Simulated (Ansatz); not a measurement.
## RuC, first-principles data

RuC:
```cif
data_C6Ru6
_chemical_formula_sum 'Ru6 C6'
_space_group_name_H-M_alt 'R-3m :H'
_space_group_IT_number 166
_space_group_name_Hall '-R 3 2"'
_cell_length_a 2.74203
_cell_length_b 2.74203
_cell_length_c 18.73124
_cell_angle_alpha 90.000
_cell_angle_beta 90.000
_cell_angle_gamma 120.000
loop_
_atom_site_label
_atom_site_type_symbol
_atom_site_symmetry_multiplicity
_atom_site_Wyckoff_symbol
_atom_site_fract_x
_atom_site_fract_y
_atom_site_fract_z
_atom_site_occupancy
Ru1 Ru 6 c 0.00000 0.00000 0.22853 1
C1 C 6 c 0.00000 0.00000 0.03728 1
```
(The calculation used a cell of 4 atoms; values per cell refer to that cell.)

Space group R-3m (No. 166); conventional cell a = 2.742 Å, b = 2.742 Å, c = 18.731 Å, α = 90.00°, β = 90.00°, γ = 120.00°.

Method: the program Ansatz at the PBEsol level (PAW). The cell and atoms are relaxed at this level. Other levels are named where they apply.

Cell and energy:

```
Property                                                      Value
-----------------------------------------------------  ------------
Volume per atom                                            10.16 Å³
Density                                                  9.24 g/cm³
Formation energy from the elements (no fitted shifts)  0.30 eV/atom
```

Electronic structure:

```
Quantity                                                                     Value
------------------------------------  --------------------------------------------
Electronic character                                             metallic (no gap)
Density of states at the Fermi level  0.44 states/eV per atom (mean over ±0.08 eV)
Gap with spin–orbit coupling                                       none (metallic)
```

Mechanics:

```
Item                                 Result
----------------------------------  -------
Bulk modulus (Birch–Murnaghan fit)  315 GPa
Pressure derivative B′                  5.1
```

Phonons:

```
Quantity                                        Value
-----------------------------  ----------------------
Highest zone-centre frequency              1340 cm^-1
Zone-centre stability          no imaginary mode at Γ
```

The first step of the workflow began from a Materials Project structure, measured or hypothetical; the Crystallography Open Database copy checked does not list it. Whether it is the stable phase at ambient conditions was not checked. The PBEsol relaxation kept the symmetry of its start. No spin polarisation was allowed. Its formation energy is positive at this level, so the cell may be metastable or incomplete. As this level gives no gap, phonon frequencies hold no LO–TO term and depend on the k-mesh and smearing (Fermi–Dirac, 0.1 eV here). The references are the lowest solids computed at this level, not always the standard phases. Scalar-relativistic: spin–orbit coupling is off unless named, which matters more the heavier the elements.

Potentials: the later of the program's two PAW sets.
